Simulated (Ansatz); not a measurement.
Trial structure of MnCdC₄N₄, not yet relaxed:

Space group P-43m (No. 215). a = 6.011 Å, b = 6.011 Å, c = 6.011 Å, α = 90.00°, β = 90.00°, γ = 90.00°
```json
{"atom": "Mn", "site": "1a", "symmetry": "-43m", "x": "0.0000", "y": "0.0000", "z": "0.0000"}
{"atom": "Cd", "site": "1b", "symmetry": "-43m", "x": "0.5000", "y": "0.5000", "z": "0.5000"}
{"atom": "C", "site": "4e", "symmetry": ".3m", "x": "0.1861", "y": "0.1861", "z": "0.1861"}
{"atom": "N", "site": "4e", "symmetry": ".3m", "x": "0.2985", "y": "0.2985", "z": "0.2985"}
```

All numbers below come from DFT PBE, scalar-relativistic, plane waves, PAW (Ansatz 0.2.0). Plane waves to 420 eV, a k mesh through Γ of 4×4×4 on the computed 10-atom cell and Gaussian smearing (0.10 eV); collinear spin from starting moments 4.0 0.0 0.0 0.0 0.0 0.0 0.0 0.0 0.0 0.0 μB.

Formation energies are uncorrected and refer to the elements' standard structures at the same level (N₂ as a molecule).

Problem. What does a single point on this coarse mesh give?

Solution. The pressure is 4.7 GPa (it wants to expand), the largest force is 1.42 eV/Å, and the energy is +0.41 eV/atom against the elements. The shortest distance is 1.17 Å.

Problem. How much does it gain on relaxing, and where does it end?

Solution. Relaxing gains about 0.05 eV/atom in 9 ionic steps and ends at +0.358 eV/atom on the finer mesh. The symmetry stays P-43m (No. 215). The volume per atom grows by 13.7 %, from 21.7 to 24.7 Å³. The shortest distance stays 1.17 Å (C–N). Conventional cell: a = 6.273 Å. Around Mn lie 4 C at 2.08 Å; Cd has 4 N at 2.19 Å; around C lie 1 N at 1.17 Å and 1 Mn at 2.08 Å; N has 1 C at 1.17 Å and 1 Cd at 2.19 Å.

The last run used collinear spin, a 6×6×6 mesh for its 10-atom cell and Gaussian smearing of 0.02 eV. The reference form of C is held partly by dispersion forces, which this level lacks. The magnetic state reached may not be the lowest. The relaxation can't lower the symmetry of the start. A structure relaxed within its symmetry needn't be a true minimum.
